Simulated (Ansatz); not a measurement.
# Eigenvalues along a path: Ge (diamond type)

```yaml
crystal:
  lattice:
    - [0.00000, 2.15413, 2.15413]
    - [2.15413, 0.00000, 2.15413]
    - [2.15413, 2.15413, 0.00000]
  atoms:
    - { symbol: Ge, position: [0.87500, 0.87500, 0.87500] }
    - { symbol: Ge, position: [0.12500, 0.12500, 0.12500] }
```

The base cell comes from a relaxation on PAW files under the same functional, and the cell shown is scaled from it.

Computed with Ansatz 0.2.0; functional LDA, scalar-relativistic. Settings: a Γ-centred 13×13×13 k mesh, Fermi–Dirac smearing of 0.05 eV, no spin polarisation. Methods: PAW: frozen-core files, cutoff 420 eV.

This run: volume at 0.45 of the series' base cell.

The PAW files were made under PBE. The structure type is held throughout; the real material can change phase at far lower pressure. At this compression frozen-core PAW has no all-electron check here.

Path points, in fractions of the reciprocal vectors: Γ (0.000, 0.000, 0.000), X (0.500, 0.000, 0.500), U (0.625, 0.250, 0.625), K (0.375, 0.375, 0.750), L (0.500, 0.500, 0.500), W (0.500, 0.250, 0.750). The distance column jumps between branches of the path. Levels in eV from the Fermi level; bands 11 to 16, counted from the lowest band of the run. The gap is zero, the pressure 334.5 GPa.

```
# k(1/Å) point b11 b12 b13 b14 b15 b16
0.000 Γ -21.50 1.30 1.30 1.30 3.25 3.25
0.182 - -21.37 0.15 0.15 0.77 2.87 4.53
0.365 - -20.97 -1.45 -1.45 -0.56 2.05 6.56
0.547 - -20.31 -2.91 -2.91 -2.34 1.19 4.42
0.729 - -19.39 -4.44 -4.17 -4.17 0.46 2.64
0.912 - -18.22 -6.71 -5.18 -5.18 -0.09 1.34
1.094 - -16.80 -9.00 -5.92 -5.92 -0.43 0.43
1.276 - -15.14 -11.21 -6.37 -6.37 -0.57 -0.16
1.458 X -13.27 -13.27 -6.53 -6.53 -0.48 -0.48
1.523 - -13.26 -13.25 -6.67 -6.51 -0.47 -0.30
1.587 - -13.24 -13.21 -7.05 -6.46 -0.43 0.18
1.652 - -13.22 -13.13 -7.57 -6.37 -0.37 0.89
1.716 - -13.19 -13.02 -8.16 -6.25 -0.28 1.74
1.781 - -13.17 -12.87 -8.76 -6.10 -0.17 2.69
1.845 - -13.19 -12.70 -9.31 -5.92 -0.03 3.72
1.910 - -13.28 -12.49 -9.76 -5.70 0.13 4.79
1.974 U -13.47 -12.25 -10.06 -5.45 0.32 5.90
2.867 K -13.47 -12.25 -10.06 -5.45 0.32 5.90
3.060 - -14.70 -11.33 -10.05 -4.55 1.04 9.29
3.254 - -16.31 -10.11 -9.15 -3.43 1.99 8.42
3.447 - -17.84 -8.61 -7.82 -2.17 3.15 6.87
3.641 - -19.14 -6.83 -6.17 -0.91 4.49 5.58
3.834 - -20.17 -4.80 -4.26 0.17 4.57 5.68
4.027 - -20.91 -2.57 -2.18 0.88 3.84 5.27
4.221 - -21.35 -0.28 -0.07 1.21 3.39 4.18
4.414 Γ -21.50 1.30 1.30 1.30 3.25 3.25
4.572 - -21.40 -0.15 0.89 0.89 3.72 3.72
4.730 - -21.10 -2.45 0.17 0.17 4.56 4.56
4.888 - -20.61 -4.81 -0.52 -0.52 4.67 5.18
5.046 - -19.92 -7.10 -1.11 -1.11 4.64 5.24
5.203 - -19.03 -9.26 -1.58 -1.58 4.62 4.90
5.361 - -17.97 -11.25 -1.92 -1.92 4.51 4.51
5.519 - -16.80 -12.97 -2.12 -2.12 4.24 4.24
5.677 L -16.03 -13.93 -2.19 -2.19 4.14 4.14
5.806 - -15.98 -13.86 -2.71 -2.39 3.75 4.32
5.935 - -15.81 -13.67 -3.90 -2.97 3.27 4.53
6.064 - -15.52 -13.36 -5.30 -3.88 3.12 4.79
6.193 - -15.11 -12.94 -6.70 -4.96 3.29 5.13
6.322 - -14.59 -12.45 -7.99 -6.10 3.71 5.55
6.450 - -13.96 -12.00 -9.03 -7.21 4.31 6.00
6.579 - -13.23 -11.94 -9.47 -8.23 5.04 6.23
6.708 W -12.47 -12.47 -9.07 -9.07 5.80 5.80
6.799 - -12.52 -12.52 -8.98 -8.98 5.20 5.20
6.891 - -12.63 -12.63 -8.72 -8.72 4.11 4.11
6.982 - -12.78 -12.78 -8.35 -8.35 2.99 2.99
7.073 - -12.94 -12.94 -7.90 -7.90 1.94 1.94
7.164 - -13.07 -13.07 -7.42 -7.42 1.00 1.00
7.255 - -13.18 -13.18 -6.98 -6.98 0.23 0.23
7.346 - -13.25 -13.25 -6.65 -6.65 -0.29 -0.29
7.437 X -13.27 -13.27 -6.53 -6.53 -0.48 -0.48
```
